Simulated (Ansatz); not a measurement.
Here is the system:

Cu₃Au:
```
Cu3Au
1.0
    3.71304     0.00000     0.00000
    0.00000     3.71304     0.00000
    0.00000     0.00000     3.71304
Cu Au
3 1
Direct
  0.00000   0.50000   0.50000
  0.50000   0.00000   0.50000
  0.50000   0.50000   0.00000
  0.00000   0.00000   0.00000
```

This is the PBEsol-relaxed structure.

### Question
All from PBEsol (plane waves, PAW; program Ansatz), unless another level is named. Estimate the highest zone-centre frequency.

### Answer
224 cm⁻¹.

### Question
Give the Poisson's ratio.

### Answer
0.35.

### Question
Next, the elastic constants (relaxed ions, GPa)?

### Answer
C11 = 216, C12 = 148, C44 = 79.2.

Space group Pm-3m (Cu3Au type). Symmetry was held in the PBEsol relaxation. No spin polarisation was allowed. As this level gives no gap, shear constants depend on the k-mesh and smearing (Fermi–Dirac, 0.1 eV here). As this level gives no gap, phonon frequencies hold no LO–TO term and depend on the k-mesh and smearing (Fermi–Dirac, 0.1 eV here). Scalar-relativistic: spin–orbit coupling is off unless named, which matters more the heavier the elements.

Potentials: the earlier of the program's two PAW sets. The files were generated under PBE; for other functionals the program regenerates the frozen cores, and for LDA and PBEsol the local potential too.
